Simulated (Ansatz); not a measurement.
Method: DFT PBE, scalar-relativistic, plane waves, PAW in Ansatz. All cells share a 420 eV cutoff and Γ-centred k meshes spaced at most about 0.3 Å⁻¹ (about 0.25 or finer for metals, 2π included). No spin polarisation in the final relaxations.

These are static total energies at zero pressure.

Two forms of TiIn2 were relaxed alike.

A.

Space group P4/mmm (No. 123). a = 3.054 Å, b = 3.054 Å, c = 7.112 Å, α = 90.00°, β = 90.00°, γ = 90.00°
```
atom  site  symmetry       x       y       z
  Ti    1a     4/mmm  0.0000  0.0000  0.0000
  In    2h       4mm  0.5000  0.5000  0.2945
```

B.

Space group Fm-3m (No. 225). a = 6.666 Å, b = 6.666 Å, c = 6.666 Å, α = 90.00°, β = 90.00°, γ = 90.00°
```tsv
atom	site	symmetry	x	y	z
Ti	4b	m-3m	0.5000	0.0000	0.0000
In	8c	-43m	0.2500	0.7500	0.7500
```

Task: Which is lower in energy, and by how much?

Result: A is lower, by 295 meV/atom. A has space group P4/mmm (No. 123), 22.1 Å³/atom and no gap on its mesh; B has the fluorite type, space group Fm-3m (No. 225), 24.7 Å³/atom and no gap. Counting all near atoms (those within 1.25 times the shortest distance at each site; a plus sign parts nearer from farther groups), A has Ti 12, In 9 and B has Ti 8, In 4+6. The denser one is the lower, and pressure would at first widen the difference. In A, Ti has 8 In at 3.01 Å and 4 Ti at 3.05 Å; In has 5 In at 2.92–3.05 Å and 4 Ti at 3.01 Å. In B, around Ti lie 8 In at 2.89 Å; In is surrounded by 4 Ti at 2.89 Å and 6 In at 3.33 Å. Both come from invented guesses.

With atoms moved at random, P4/mmm came back. Other cells relaxed within their symmetry can be saddle points.
